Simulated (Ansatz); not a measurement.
The elements of this relaxed trial crystal are hidden behind letters.

```
lattice vectors (Å)
   3.3679    1.9445    4.8755
  -3.3679    1.9445    4.8755
   0.0000   -3.8889    4.8755
fractional positions
X 0.5439 0.2500 0.9561
X 0.2500 0.9561 0.5439
X 0.9561 0.5439 0.2500
X 0.4561 0.7500 0.0439
X 0.7500 0.0439 0.4561
X 0.0439 0.4561 0.7500
Z 0.5000 0.5000 0.5000
Z 0.0000 0.0000 0.0000
```

Level of theory: DFT PBE, scalar-relativistic, plane waves, PAW (Ansatz). The final run on the 8-atom cell used 420 eV, a Γ-centred 6×6×6 mesh, 0.10 eV smearing and no spin polarisation.

```
Space group                              : R-3c (No. 167)
Conventional cell                        : a = 6.736 Å, c = 14.626 Å
Volume per atom                          : 23.95 Å³
Density                                  : 6.30 g/cm³
Formation energy                         : −0.64 eV/atom
Gap on the 6×6×6 mesh of the 8-atom cell : 0 eV (a metal)
```

Energies are uncorrected and count from the elements' standard states at the same level.

**Question.** X is a p-block element of period 5 and Z is a p-block element of period 2. Which elements are they?

**Answer.** X = In, Z = F, so the formula is In3F. Density times volume gives a mean mass of 6.30 × 23.95/1.6605 = 90.9 u per atom, and this set has 90.9 u. Among the elements that the hints allow, noble gases aside, only these give it. Around In lie 2 F at 2.68 Å, 2 In at 3.17 Å and 6 In at 3.41–3.43 Å; around F lie 6 In at 2.68 Å.

Symmetry constrained the relaxation, so the result can be a saddle point.
